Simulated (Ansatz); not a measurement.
Structures of TlCo2: which is lowest?

Plane-wave DFT in Ansatz with scalar-relativistic PAW potentials, cutoff 420 eV, Γ-centred meshes chosen by cell and gap, Gaussian smearing with energies taken to zero width. Every cell was relaxed (cell and atoms) in a run of its own, within the symmetry of its start. Functional: PBE.

Relaxed structures (starts from databases or built by putting these elements on another compound's sites):
A. Fd-3m, 6 atoms in the computed cell, a = 7.145 Å; sites (symmetry × multiplicity) Tl -43m × 8, Co .-3m × 16; start: built
B. P6/mmm, 3 atoms in the computed cell, a = 4.131 Å, c = 3.100 Å; sites (symmetry × multiplicity) Tl 6/mmm × 1, Co -6m2 × 2; start: built
C. Fm-3m, 3 atoms in the computed cell, a = 5.977 Å; sites (symmetry × multiplicity) Tl m-3m × 4, Co -43m × 8; start: built

Problem. Rank them by energy. Could pressure change the order?

Solution.
| structure | group | E − E(lowest) (meV/atom) | V (Å³/atom) | gap on mesh (eV) |
| --- | --- | --- | --- | --- |
| A | Fd-3m | 0.0 | 15.20 | 0.00 |
| B | P6/mmm | 102 | 15.27 | 0.00 |
| C | Fm-3m | 584 | 17.79 | 0.00 |

A is lowest, 102 meV/atom under B. The lowest is also the densest of these, so pressure wouldn't bring one of the others in at first order. Other structures may lie lower than all of these, and vibrations aren't counted.

Spin-orbit coupling is left out, which matters for the bands of heavy elements. For Tl, Pb and Bi spin-orbit coupling shifts energies too. Magnetic cells started from one order each; another order can shift an energy by tens of meV per atom.